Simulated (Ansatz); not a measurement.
Nb (bcc (W type), space group No. 229) at seven volumes, DFT-PBE in the program Ansatz with PAW potentials, scaled uniformly. One row is withheld.

| V (Å³/atom) | P (GPa) |
|---|---|
| 16.484 | 18.93 |
| 17.028 | 11.66 |
| 17.571 | ? |
| 18.115 | 0.00 |
| 18.658 | -4.70 |
| 19.201 | -8.77 |
| 19.745 | -12.31 |

**Question.** Fit the shown pressures and predict the withheld one.

**Answer.** P = (3/2)B₀(x^(7/2) − x^(5/2))[1 + (3/4)(B′ − 4)(x − 1)] with x = (V₀/V)^(2/3). Least squares on the six rows gives V₀ = 18.114 Å³/atom, B₀ = 168 GPa, B′ = 3.77. At V = 17.571, x = 1.0205 and P = 5.41 GPa. The run itself gave 5.41 GPa.

Space group Im-3m (bcc (W type)). Symmetry was held in the PBE relaxation. The run is not spin-polarised.

Potentials: the later of the program's two PAW sets.
